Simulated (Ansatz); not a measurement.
A geometry of GaCuSe2 away from equilibrium: step 3 of the relaxation of a relaxed GaCuSe2 cell shaken by Gaussian noise of σ = 0.08 Å a coordinate. Method: r2SCAN (plane waves to 500 eV, PAW, scalar-relativistic; Ansatz, an electronic-structure program). Γ-centred k-mesh 7×7×2 on the run's cell (coarser than for final values), Fermi–Dirac smearing 0.05 eV.

```xyz
8
Lattice="3.8210 0.0066 -0.0198 -1.9048 3.2463 0.0213 -0.0756 0.0502 14.5648" Properties=species:S:1:pos:R:3:forces:R:3 pbc="T T T" free_energy=-42757.927 pressure_GPa=0.0
Cu    -0.0353     2.1623     3.6595   -0.0043   -0.0081   -0.2903
Cu     1.8538     1.2072    10.8817    0.0184    0.0080   -0.1422
Ga    -0.0236    -0.0187     0.0148   -0.0010    0.2454   -0.3246
Ga    -0.0395    -0.0037     7.2527    0.0039    0.0064    0.0584
Se    -0.0107     2.1442     1.3918   -0.0032    0.0165    0.0757
Se    -0.0583     2.2001     5.8886    0.0574   -0.0825    0.0196
Se     1.8116     1.2378    13.1227   -0.0033   -0.2831    0.3996
Se     1.8953     1.0608     8.6222   -0.0679    0.0975    0.2035
```

Positions in Å, forces in eV/Å, free energy of the cell in eV (comparable only within this code, potentials and settings). Largest force: 0.49 eV/Å, on Se7 (atoms numbered as listed); the geometry lies 0.01 eV/atom above the end of its relaxation.

No spin polarisation in the result.

The end of the path is a generated cell of GaCuSe2: the first start was made by a random draw of sites in a space group, and the end was not matched to a known phase here, so it may be hypothetical. Known forms of GaCuSe2 include space group No. 122.
